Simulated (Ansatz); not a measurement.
Trial structures of Nd4S: starts and ends

All numbers below come from DFT PBE, scalar-relativistic, plane waves, PAW, and for the lanthanide a 4f-in-core norm-conserving potential, in Ansatz. All cells share a 660 eV cutoff and Γ-centred k meshes spaced at most about 0.3 Å⁻¹ (about 0.25 or finer for metals, 2π included). No spin polarisation in the final relaxations.

Each guess was relaxed in cell and atoms at zero pressure, within the symmetry of its start. These are static total energies at zero pressure. Coordination counts Nd atoms around S (those within 1.25 times the shortest such distance or 1.15 times the sum of covalent radii; a plus sign parts nearer from farther groups; the shortest distance is added where it is long for a bond).

| guess | made from | start group | V start (Å³/atom) | end group | V end (Å³/atom) | coordination at the end | gap on mesh (eV) | E over the lowest end (meV/atom) |
| --- | --- | --- | --- | --- | --- | --- | --- | --- |
| 1 | random cell | P6/mmm | 31.9 | P6/mmm | 36.3 | S 2+6 | 0 | 568 |
| 2 | Hg4Pt type | Im-3m | 26.3 | ? | ? | ? | ? | ? |
| 3 | Mn4N type | Pm-3m | 25.6 | Pm-3m | 37.8 | S 12+8 from 4.1 Å | 0 | 1380 |
| 4 | Fe4N type | Pm-3m | 24.5 | Pm-3m | 33.6 | S 6 | 0 | 0 |
| 5 | SnI4 type | P-43m | 33.7 | P-43m | 37.4 | S 4 | 0 | 351 |

Guess 2 as it starts:

```yaml
crystal:
  lattice:
    - [-3.20548, 3.20548, 3.20548]
    - [3.20548, -3.20548, 3.20548]
    - [3.20548, 3.20548, -3.20548]
  atoms:
    - { symbol: Nd, position: [0.50000, 0.50000, 0.50000] }
    - { symbol: Nd, position: [0.50000, 0.00000, 0.00000] }
    - { symbol: Nd, position: [0.00000, 0.00000, 0.50000] }
    - { symbol: Nd, position: [0.00000, 0.50000, 0.00000] }
    - { symbol: S, position: [0.00000, 0.00000, 0.00000] }
```

**Question.** Predict the end of this guess and its energy over the lowest end.

**Answer.** It ends in space group Im-3m (No. 229), with a = 6.795 Å, 31.4 Å³/atom and no gap. It lies 0.32 eV/atom over the lowest end, above guess 4 and below guess 5. Counting Nd atoms around S, this end has S 8 and the lowest (guess 4) has S 6.

```
CELL_PARAMETERS angstrom
-3.39741 3.39741 3.39741
3.39741 -3.39741 3.39741
3.39741 3.39741 -3.39741
ATOMIC_POSITIONS crystal
Nd 0.50000 0.50000 0.50000
Nd 0.50000 0.00000 0.00000
Nd 0.00000 0.00000 0.50000
Nd 0.00000 0.50000 0.00000
S 0.00000 0.00000 0.00000
```

Energies over the elements count from the elements' standard structures at the same level, with no fitted energy shifts.

**Question.** Is the lowest end bound against the elements?

**Answer.** Yes: its formation energy is −0.67 eV/atom. Whether it is stable depends on the other phases of the system, which aren't compared here.

The reference form of S is held partly by dispersion forces, which this level lacks. Cells relaxed within their symmetry can be saddle points. A lower structure may well exist outside this small set. Some candidate types were left out of the draw beforehand, so a known form may be missing.

The lanthanide is trivalent by construction, without f bands, f moments or other valences. The reference runs of the other elements, and any phases without the lanthanide, used 420 eV, which shifts energies against them by under 10 meV/atom. The lanthanide's reference is the lowest of its hcp, dhcp and fcc cells.
